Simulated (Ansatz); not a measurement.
**Computed properties of ZnAg**

ZnAg:
```yaml
crystal:
  lattice:
    - [2.86953, 0.00000, 0.00000]
    - [-1.43477, 2.48509, 0.00000]
    - [0.00000, 0.00000, 4.41524]
  atoms:
    - { symbol: Zn, position: [0.00000, 0.00000, 0.00000] }
    - { symbol: Ag, position: [0.33333, 0.66667, 0.50000] }
```

Space group P-6m2 (No. 187); conventional cell a = b = 2.870 Å, c = 4.415 Å, α = β = 90.00°, γ = 120.00°.

Method: r²SCAN in the plane-wave PAW code Ansatz. Structure relaxed to zero pressure with the same functional. Other levels are named where they apply.

### Cell and energy

```yaml
volume_per_atom: 15.74 Å³
density: 9.14 g/cm³
Formation energy from the elements (no fitted shifts): -0.020 eV/atom
```

### Electronic structure

```yaml
electronic_character: metallic (no gap)
Density of states at the Fermi level: 0.30 states/eV per atom (mean over ±0.08 eV)
Gap with spin–orbit coupling: none (metallic)
```

### Mechanics

```yaml
Bulk modulus (Birch–Murnaghan fit): 101 GPa
Pressure derivative B′: 5.6
Elastic constants (relaxed ions, GPa): C11 = 131, C12 = 86.4, C13 = 76.7, C33 = 171, C44 = 33.7
mechanical_stability: stable (all eigenvalues of C positive)
hill_bulk_and_shear_moduli: 101 and 29.8 GPa
Young's modulus: 81.4 GPa
Poisson's ratio: 0.37
debye_temperature_from_the_elastic_constants: 242 K
```

### Phonons

```yaml
highest_zone_centre_frequency: 23.7 meV
zone_centre_stability: no imaginary mode at Γ
```

### Charges

```yaml
bader_charges: Zn +0.20, Ag -0.20 e
```

The first step of the workflow began from a Materials Project structure, measured or hypothetical; the Crystallography Open Database copy checked does not list it. COD files the formula under space group No. 221. With Zn and Ag taken as one species the cell has the higher symmetry P6_3/mmc, so it may be an ordered model of a mixed-site phase. Its standing as an ambient phase is unchecked. Symmetry was held in the r²SCAN relaxation. The run is not spin-polarised. As this level gives no gap, shear constants depend on the k-mesh and smearing (Fermi–Dirac, 0.1 eV here). As this level gives no gap, phonon frequencies hold no LO–TO term and depend on the k-mesh and smearing (Fermi–Dirac, 0.1 eV here). Axis ratios of metals converge slowly with the k-mesh, so a and c are less sure than the volume. The references are the lowest solids computed at this level, not always the standard phases. Scalar-relativistic: spin–orbit coupling is off unless named, which matters more the heavier the elements.

Potentials: the later of the program's two PAW sets.
